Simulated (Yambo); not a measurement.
BaAlSiH (space group P3m1, No. 156), G0W0@PBEsol in Yambo with this input:

```
rim_cut
gw0
dyson
el_el_corr
HF_and_locXC
ppa
em1d
RandQpts= 1000000
RandGvec= 1 Ry
EXXRLvcs= 72 Ry
VXCRLvcs= 288 Ry
Chimod= "HARTREE"
% BndsRnXp
 1 | 302 |
%
NGsBlkXp= 8 Ry
% LongDrXp
 1.0 | 1.0 | 1.0 |
%
PPAPntXp= 27.2114 eV
% GbndRnge
 1 | 302 |
%
GTermKind= "BG"
DysSolver= "n"
ExtendOut
```

On a 3×3×2 mesh, with wavefunctions cut at 72 Ry, the gap (A → K) is 1.476 eV and the valence edge shifts by -0.518 eV.

What happens with this change: 1 Ry block?

The gap falls by 0.155 eV, to 1.321 eV; the shift of the valence edge becomes -0.055 eV. Neither run is shown to be the converged limit. In the run with 302 bands and a 8 Ry block, which covers more k points, the smallest G0W0 gap is 1.44 eV, A → (0, 0.333, 0). The mesh misses a band edge: along a dense path the PBEsol gap is 0.61 eV against 1.03 eV on the mesh.

Geometry relaxed with PBEsol; primitive cell a = b = 4.2991 Å, c = 5.0620 Å, α = β = 90.00°, γ = 120.00°.

The structure is a Materials Project entry; no match was found in the copy of COD used, and its stability was not checked.

A shift is the quasiparticle energy of the state minus its PBEsol energy.
